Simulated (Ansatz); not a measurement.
MgO (rock salt, Fm-3m), a = 4.2078 Å, b = 4.2078 Å, c = 4.2078 Å, α = 90.00°, β = 90.00°, γ = 90.00°; the cell used has 2 atoms.

Relaxed with PBE+D3(BJ).

Task: Which orbitals make up the states near the band edges in PBE+D3(BJ) (plane waves, PAW; program Ansatz)?

Result: Top 1 eV of the valence band: O 2p 98 %. Bottom 1 eV of the conduction band: Mg 3s 55 %, O 2s 35 %, O 2p 9 %. Projections are on Löwdin-orthogonalised atomic valence shells; empty p or d shells of many metals are not among them.

Task: Tabulate the density of states.

Result: States/eV per cell of 2 atoms, in 0.25 eV bins, energy from the valence-band maximum.

```csv
E (eV),total,O 2p,Mg 3s,O 2s
-4.80,0.00,0.00,0.00,0.00
-4.55,0.13,0.10,0.03,0.00
-4.30,0.42,0.33,0.08,0.00
-4.05,0.77,0.63,0.12,0.01
-3.80,1.85,1.58,0.21,0.02
-3.55,2.26,1.91,0.26,0.04
-3.30,1.00,0.85,0.11,0.03
-3.05,0.42,0.33,0.05,0.02
-2.80,0.66,0.57,0.05,0.02
-2.55,0.84,0.75,0.04,0.02
-2.30,0.92,0.84,0.03,0.01
-2.05,0.98,0.91,0.02,0.01
-1.80,1.04,0.98,0.02,0.01
-1.55,1.50,1.42,0.03,0.01
-1.30,2.42,2.33,0.02,0.01
-1.05,2.68,2.60,0.01,0.00
-0.80,2.89,2.82,0.00,0.00
-0.55,1.96,1.93,0.00,0.00
-0.30,1.00,0.98,0.00,0.00
-0.05,0.27,0.27,0.00,0.00
0.20,0.00,0.00,0.00,0.00
0.45,0.00,0.00,0.00,0.00
0.70,0.00,0.00,0.00,0.00
0.95,0.00,0.00,0.00,0.00
1.20,0.00,0.00,0.00,0.00
1.45,0.00,0.00,0.00,0.00
1.70,0.00,0.00,0.00,0.00
1.95,0.00,0.00,0.00,0.00
2.20,0.00,0.00,0.00,0.00
2.45,0.00,0.00,0.00,0.00
2.70,0.00,0.00,0.00,0.00
2.95,0.00,0.00,0.00,0.00
3.20,0.00,0.00,0.00,0.00
3.45,0.00,0.00,0.00,0.00
3.70,0.00,0.00,0.00,0.00
3.95,0.00,0.00,0.00,0.00
4.20,0.00,0.00,0.00,0.00
4.45,0.00,0.00,0.00,0.00
4.70,0.00,0.00,0.00,0.00
4.95,0.01,0.00,0.00,0.00
5.20,0.02,0.00,0.01,0.01
5.45,0.03,0.00,0.02,0.01
5.70,0.04,0.00,0.02,0.01
5.95,0.05,0.01,0.03,0.02
6.20,0.06,0.01,0.04,0.02
6.45,0.08,0.01,0.04,0.02
6.70,0.10,0.02,0.05,0.02
6.95,0.12,0.02,0.06,0.03
7.20,0.14,0.02,0.08,0.03
7.45,0.17,0.03,0.10,0.03
7.70,0.22,0.04,0.12,0.04
7.95,0.35,0.05,0.17,0.04
8.20,0.44,0.05,0.18,0.04
8.45,0.45,0.05,0.19,0.03
8.70,0.46,0.05,0.19,0.03
8.95,0.48,0.05,0.19,0.03
9.20,0.52,0.05,0.20,0.02
9.45,0.67,0.05,0.21,0.02
```

The cell was relaxed with PBE+D3(BJ) under the symmetry of its start. The volume moved by -40 % from the start of the relaxation.

Potentials: the later of the program's two PAW sets.
